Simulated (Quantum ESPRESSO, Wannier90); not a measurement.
MgTe (wurtzite), plane waves to Wannier functions

```
begin unit_cell_cart
ang
    4.5902000829    0.0000000000    0.0000000000
   -2.2951000415    3.9752298803    0.0000000000
    0.0000000000    0.0000000000    7.4378100000
end unit_cell_cart
begin atoms_frac
Mg   0.3333333333 -0.3333333333 -0.0040100000
Mg  -0.3333333333  0.3333333333  0.4959900000
Te   0.3333333333 -0.3333333333  0.3740100000
Te  -0.3333333333  0.3333333333 -0.1259900000
end atoms_frac
```

Structure: Materials Project mp-1039, symmetrised, not relaxed again. COD (Crystallography Open Database) has an entry of this formula and space group (matched by these alone). Method: PBEsol plane waves in Quantum ESPRESSO 7.5 (PseudoDojo norm-conserving files, 68 Ry, spinors with spin-orbit coupling), Bloch states on a 4×4×4 mesh through Γ, Wannier90 4.0.1. Density: 12×12×4 mesh, cold smearing 0.01 Ry.

Bands 37-52 form an isolated set from -10.51 to 0.00 eV relative to the valence-band maximum (on the path) and are turned into 16 Wannier functions by minimising the spread from the start: SCDM (isolated).

### Question
Where do the functions sit, how wide are they and what are they made of?

### Answer
```
functions  spread (Å²)  nearest atom, distance (Å)  second atom, distance (Å)             weight on atomic waves
---------  -----------  --------------------------  -------------------------  ---------------------------------
12                1.99                     Te 0.77                    Mg 2.03  Te 5p 66 %, Te 5s 23 %, Mg 3s 9 %
4                 2.10                     Te 0.77                    Mg 2.05  Te 5p 65 %, Te 5s 23 %, Mg 3s 9 %
```

Ω_I = 28.10 Å², Ω_total = 32.20 Å²; the interpolated bands follow pw.x to 16 meV rms on the path. It is the lowest total spread that any start reached here.
